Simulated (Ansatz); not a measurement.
Notes on HfC

```
Hf C
1.0
     0.00000    2.23448    2.23448
     2.23448    0.00000    2.23448
     2.23448    2.23448    0.00000
Hf C
1 1
Direct
  0.00000 0.00000 0.00000
  0.50000 0.50000 0.50000
```

Method: PBE, no spin polarisation; PAW, plane waves to 420 eV, 13×13×13 Γ-centred mesh, fermi-dirac occupations (width 0.0676 eV) (Ansatz 0.2.0), atoms fixed.

Contacts: Hf–C at 2.23 Å: least valence density 0.57 e/Å³ and ELF 0.28 there. These are pseudo-fields; inside the PAW spheres they differ from the all-electron ones.
At the Fermi level: It is a metal, with about 0.21 states/eV a cell as the mean within 0.25 eV of the Fermi level, mostly C p (66 %) and Hf d (29 %).
Formation energy: -0.78 eV an atom against the elements' usual phases (free molecules for gases, crystals otherwise, with no correction for O₂ or N₂), so it is bound against them; other compounds may still compete. Relaxing would lower it.
Charges: Bader charges in e: Hf +1.89, C -1.89. In the mean Hf gives up most and C takes most.
Stress: The pressure is 35.5 GPa (compression positive), so with the atoms held at these fractions the cell would first expand.

Origin: a database entry at a rescaled volume. Caveats: atoms or cell far from equilibrium.
